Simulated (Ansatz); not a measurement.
The start is a relaxed CoSi2 cell with one Si and one Co atom exchanged in a cell of 6 atoms. Cell shape, volume and atoms are optimised at zero target pressure with r2SCAN (plane waves to 500 eV, PAW, scalar-relativistic; Ansatz, a program for electronic structure). The first steps use a coarse 4×8×8 k-mesh.

Input geometry:
```yaml
crystal:
  lattice:
    - [0.00000, 5.31491, 5.31491]
    - [2.65746, 0.00000, 2.65746]
    - [2.65746, 2.65746, 0.00000]
  atoms:
    - { symbol: Si, position: [0.00000, 0.00000, 0.00000] }
    - { symbol: Co, position: [0.50000, 0.00000, 0.00000] }
    - { symbol: Si, position: [0.12500, 0.25000, 0.25000] }
    - { symbol: Co, position: [0.62500, 0.25000, 0.25000] }
    - { symbol: Si, position: [0.37500, 0.75000, 0.75000] }
    - { symbol: Si, position: [0.87500, 0.75000, 0.75000] }
```

Q: What pressure does the first self-consistent step give?

A: +13 GPa (positive: the cell is compressed).

Q: What is the largest force in the starting geometry, and on which atom (counted from 1)?

A: About 2.3 eV/Å, on Si5 (atoms numbered as listed).

Q: How much energy is released per atom?

A: 0.36 eV/atom.

Q: How does the volume per atom move from start to end?

A: +14.5 %, from 12.51 to 14.32 Å³/atom.

Q: Is the parent structure recovered?

A: It does not go back: it is caught in R3m (No. 160), 0.39 eV/atom above the parent.

Q: Is the relaxed structure metallic? Give its gap.

A: No gap (metallic).

Q: What does it relax into? Give the structure.

A: 
```cif
data_Co6Si12
_chemical_formula_sum 'Si12 Co6'
_space_group_name_H-M_alt 'R3m :H'
_space_group_IT_number 160
_space_group_name_Hall 'R 3 -2"'
_cell_length_a 3.71055
_cell_length_b 3.71055
_cell_length_c 21.62496
_cell_angle_alpha 90.000
_cell_angle_beta 90.000
_cell_angle_gamma 120.000
loop_
_atom_site_label
_atom_site_type_symbol
_atom_site_symmetry_multiplicity
_atom_site_Wyckoff_symbol
_atom_site_fract_x
_atom_site_fract_y
_atom_site_fract_z
_atom_site_occupancy
Si1 Si 3 a 0.00000 0.00000 0.00445 1
Co1 Co 3 a 0.00000 0.00000 0.51434 1
Si2 Si 3 a 0.00000 0.00000 0.61516 1
Co2 Co 3 a 0.00000 0.00000 0.10841 1
Si3 Si 3 a 0.00000 0.00000 0.84626 1
Si4 Si 3 a 0.00000 0.00000 0.41139 1
```
(The calculation used a cell of 6 atoms; values per cell refer to that cell.)

Final values are on a 15×15×15 k-mesh of the relaxed cell. No spin polarisation in the result. A magnetic state may lie lower.

The run could not lose the symmetry of its start: the end is stationary, and may be a saddle point rather than a minimum.

The relaxed structure here is a generated cell of CoSi2: the first start was made by placing the elements on the sites of a structure type, and the end was not matched to a known phase here, so it may be hypothetical. Known forms of CoSi2 include space group No. 225.
